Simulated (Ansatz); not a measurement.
This run works on a generated trial structure, not on a known crystal.

Input and command of a plane-wave DFT calculation in Ansatz:

```yaml
crystal:
  lattice:
    - [4.79630256, 0.0, 0.0]
    - [0.0, 4.79630256, 0.0]
    - [0.0, 0.0, 3.63588356]
  atoms:
    - { symbol: Be, position: [0.5, 0.0, 0.86308156] }
    - { symbol: Be, position: [0.0, 0.5, 0.86308156] }
    - { symbol: Se, position: [0.0, 0.0, 0.68356551] }
    - { symbol: O, position: [0.66389248, 0.66389248, 0.65381899] }
    - { symbol: O, position: [0.33610752, 0.33610752, 0.65381899] }
    - { symbol: O, position: [0.33610752, 0.66389248, 0.65381899] }
    - { symbol: O, position: [0.66389248, 0.33610752, 0.65381899] }
basis:
  ecutwfc: 420
kpoints:
  mp_grid: { grid: [3, 3, 3] }
hamiltonian:
  xc: pbe
scf:
  occupations: { method: gaussian, width: 0.15 }
  lower_state_search: "off"
output:
  forces: true
  stress: true
  eigenvalues: true
relax:
  adjacent_minimum: "off"
  f_tol: 0.08
  max_steps: 16
  cell: { stress_tol: 0.8 }
```

```bash
ansatz run input.yaml --threads 1 --pin off --max-ram 2560MiB --backend cpu --events-out ev --progress --plain --runs-dir out
```

Processor: Arm Neoverse N1, 1 thread, on a host shared with other jobs.

Problem. How long does it run, and how much memory does it take?

Solution. About 72 s, peak memory 0.33 GiB. It solves 29 bands at 6 k points (after reduction by symmetry) with about 2027 plane waves (on the last cell), in 119 SCF iterations over 17 ionic steps, the closing evaluation included.
